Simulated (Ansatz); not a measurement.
## Kick test of a cell of Si₄Ru

The structure comes from a generated guess, relaxed at this level; another structure or a mixture of phases may lie lower.

Level of theory: Ansatz 0.2.0, DFT PBE, scalar-relativistic, plane waves, PAW. Settings: cutoff 420 eV, Γ-centred mesh 12×12×6 on the computed 5-atom cell, Gaussian smearing of 0.10 eV; no spin polarisation.

The cell below (5 atoms, space group P4/mmm (No. 123)) is relaxed within its symmetry.

```
CELL_PARAMETERS angstrom
3.01410 0.00000 0.00000
0.00000 3.01410 0.00000
0.00000 0.00000 8.16544
ATOMIC_POSITIONS crystal
Si 0.50000 0.50000 0.84591
Si 0.50000 0.50000 0.15409
Si 0.00000 0.00000 0.32195
Si 0.00000 0.00000 0.67805
Ru 0.50000 0.50000 0.50000
```

For the test a repeat of it with 10 atoms (edges 3.01, 6.03, 8.17 Å) was strained at random (σ = 1.5 % a component), the atoms were moved at random (σ = 0.05 Å), and all was relaxed again on a coarse 8×4×4 mesh (in the run’s order of axes) with 0.20 eV smearing, with no symmetry imposed.

Question: What happens?

Answer: It returns, within 1 meV/atom of the unmoved cell on that mesh and with the same symmetry when read at 0.1 Å (P2/m at 0.01 Å, so small strains and shifts remain). No instability shows in this cell; modes of other wave vectors, which need another repeat, aren't tested. Another cell of Si4Ru relaxed alike, in P4/mmm, lies 0.30 eV/atom lower, so this cell isn't the stable form at this level.
